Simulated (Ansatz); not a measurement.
## Co3W (Pm-3m): electronic heat capacity from the density of states

These are results of DFT r2SCAN, scalar-relativistic, plane waves, PAW in Ansatz 0.2.0, not measurements.

Settings: cutoff 500 eV, Γ-centred mesh 12×12×12 on the computed 4-atom cell, Gaussian smearing of 0.10 eV; collinear spin from starting moments -0.53 -0.53 -0.53 0.2 μB.

Relaxed cell: Pm-3m, a = 3.565 Å, b = 3.565 Å, c = 3.565 Å, α = 90.00°, β = 90.00°, γ = 90.00°, 4 atoms in the primitive cell. Whether it is the stable form of this composition wasn't checked.

The density of states at the Fermi level is 1.266 states/eV in the cell of 4 atoms (1 formula unit; both spins, tetrahedra on a 18×18×18 mesh). The run ends with a moment of -1.03 μB a cell (largest on a site 0.48 μB), and the figure is for this state; a paramagnetic sample can have a quite different one. Another magnetic order, if the compound takes it, can change N(E_F) and the shape of the cell a good deal.

What Sommerfeld coefficient does this give?

Per formula unit N(E_F) = 1.266 states/eV. γ = (π²/3) k_B² N(E_F) N_A = 2.357 mJ/(mol K²) per state/eV, so γ = 3.0 mJ/(mol K²), a mole of formula units. This is the bare band result: a measured γ of the same phase and magnetic order is as a rule larger by a factor 1 + λ from phonons and spin fluctuations. N(E_F) at one energy is sensitive to the mesh where the density of states has sharp peaks.

The state reached may not be the lowest one. Spin-orbit coupling is left out, which matters for the bands of heavy elements.

Only this magnetic start was tried.

Cost: 1 run of about 2.8 core-minutes, on Intel Xeon Processor @ 2.70GHz (shared hosts).